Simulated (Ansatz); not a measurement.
CsPbBr₃:
```xyz
5
Lattice="5.9988 0.0000 0.0000 0.0000 5.9988 0.0000 0.0000 0.0000 5.9988" Properties=species:S:1:pos:R:3 pbc="T T T"
Cs     0.0000     0.0000     0.0000
Pb     2.9994     2.9994     2.9994
Br     2.9994     2.9994     0.0000
Br     0.0000     2.9994     2.9994
Br     2.9994     0.0000     2.9994
```

DFT-PBE in the program Ansatz with PAW potentials gives a gap of 1.78 eV without spin–orbit coupling, maximum at R, minimum at R.

### Question
What happens when spin–orbit coupling is switched on?

### Answer
The gap decreases by 1.24 eV, to 0.54 eV; maximum at R, minimum at R.

### Question
Give the electron effective mass with spin–orbit coupling.

### Answer
0.11 mₑ (isotropic).

### Question
Give the hole effective mass with spin–orbit coupling.

### Answer
0.11 mₑ (isotropic).

Space group Pm-3m (cubic perovskite). This is a known high-temperature phase of the composition, computed here at zero pressure and temperature. Symmetry was held in the PBE relaxation; of distortions, only those at the zone centre were tested.

Potentials: the later of the program's two PAW sets.
